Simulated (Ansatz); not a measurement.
BaZrS$_{3}$:
```cif
data_Ba4S12Zr4
_chemical_formula_sum 'Ba4 Zr4 S12'
_space_group_name_H-M_alt 'P 1'
_space_group_IT_number 1
_cell_length_a 7.16241
_cell_length_b 10.03207
_cell_length_c 7.03025
_cell_angle_alpha 90.000
_cell_angle_beta 90.000
_cell_angle_gamma 90.000
loop_
_space_group_symop_operation_xyz
  'x, y, z'
loop_
_atom_site_label
_atom_site_type_symbol
_atom_site_fract_x
_atom_site_fract_y
_atom_site_fract_z
_atom_site_occupancy
Ba1 Ba 0.05130 0.25000 0.01140 1
Ba2 Ba 0.94870 0.75000 0.98860 1
Ba3 Ba 0.44870 0.75000 0.51140 1
Ba4 Ba 0.55130 0.25000 0.48860 1
Zr1 Zr 0.00000 0.00000 0.50000 1
Zr2 Zr 0.50000 0.00000 0.00000 1
Zr3 Zr 0.50000 0.50000 0.00000 1
Zr4 Zr 0.00000 0.50000 0.50000 1
S1 S 0.99296 0.25000 0.56500 1
S2 S 0.00704 0.75000 0.43500 1
S3 S 0.50704 0.75000 0.06500 1
S4 S 0.49296 0.25000 0.93500 1
S5 S 0.21019 0.96589 0.78999 1
S6 S 0.78981 0.03411 0.21001 1
S7 S 0.28981 0.03411 0.28999 1
S8 S 0.71019 0.96589 0.71001 1
S9 S 0.71019 0.53411 0.71001 1
S10 S 0.28981 0.46589 0.28999 1
S11 S 0.78981 0.46589 0.21001 1
S12 S 0.21019 0.53411 0.78999 1
```

Relaxed with PBE. The program Ansatz at the PBE level (PAW) gives a gap of 1.06 eV.

Question: What gap does HSE06 give on the same cell (Ansatz, PAW)?

Answer: 1.84 eV, 0.78 eV more. The hybrid was solved on a coarser mesh and at special points; the gap given is the minimum over both.

| k | v1 PBE | c1 PBE | v1 HSE06 | c1 HSE06 |
|---|---|---|---|---|
| Γ | 0.00 | 1.06 | 0.00 | 1.84 |
| X | -0.20 | 2.05 | [?] | [?] |
| Z | -0.28 | 2.10 | -0.29 | 2.95 |
| U | -0.05 | 1.17 | [?] | [?] |
| Y | -0.22 | 1.23 | [?] | [?] |
| S | -0.31 | 2.42 | -0.33 | 3.33 |
| T | -0.27 | 2.36 | [?] | [?] |
| R | -0.34 | 2.18 | -0.36 | 3.04 |

Question: Top valence (v1) and lowest conduction level (c1) in eV from each method's valence maximum (which need not be a listed point): supply the withheld HSE06 values.

Answer: 
- Y, v1 HSE06: -0.23
- Y, c1 HSE06: 2.03
- X, v1 HSE06: -0.21
- X, c1 HSE06: 2.90
- T, v1 HSE06: -0.28
- T, c1 HSE06: 3.27
- U, v1 HSE06: -0.04
- U, c1 HSE06: 1.96

Cost on shared cores: the PBE run (SCF on a 4×3×4 mesh, then bands and DOS) very roughly 12 core-minutes, the HSE06 run (SCF on 3×2×3, then a few points) roughly 27 core-minutes; the tasks are unlike.

Space group Pnma. The cell was relaxed with PBE under the symmetry of its start. The run is not spin-polarised. Spin–orbit coupling is left out wherever it is not named.

Potentials: the later of the program's two PAW sets.
